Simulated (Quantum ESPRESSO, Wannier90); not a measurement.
## Wannier functions of Rb2Te (anti-fluorite)

```xyz
3
Lattice="0.0000 4.2811 4.2811 4.2811 0.0000 4.2811 4.2811 4.2811 0.0000" Properties=species:S:1:pos:R:3 pbc="T T T"
Rb     2.1406     2.1406     2.1406
Rb    -2.1406    -2.1406    -2.1406
Te     0.0000     0.0000     0.0000
```

Structure: Materials Project mp-441, symmetrised, not relaxed again. Not found in the COD (Crystallography Open Database) copy used; not checked further. Method: PBEsol plane waves in Quantum ESPRESSO 7.5 (PseudoDojo norm-conserving files, 64 Ry, spinors with spin-orbit coupling), Bloch states on a 6×6×6 mesh through Γ, Wannier90 4.0.1. Density: 6×6×6 mesh, cold smearing 0.01 Ry.

Bands 29-30 form an isolated set from -1.07 to -0.82 eV relative to the valence-band maximum (on the path) and are turned into 2 Wannier functions by minimising the spread from the start: SCDM (isolated).

Centres (Cartesian, Å; one of the equivalent choices) and spreads:

```
n      x      y      z  spread (Å²)  nearest atom
-  -----  -----  -----  -----------  ------------
1  0.000  0.000  0.000        6.969           Te3
2  0.000  0.000  0.000        6.969           Te3
```

Ω_I = 13.41 Å², Ω_total = 13.94 Å²; the interpolated bands follow pw.x to 1.2 meV rms on the path. Only this start was tried; a symmetric start can stop on a saddle, and mixtures of these functions could lower the total by at most Ω_total − Ω_I.
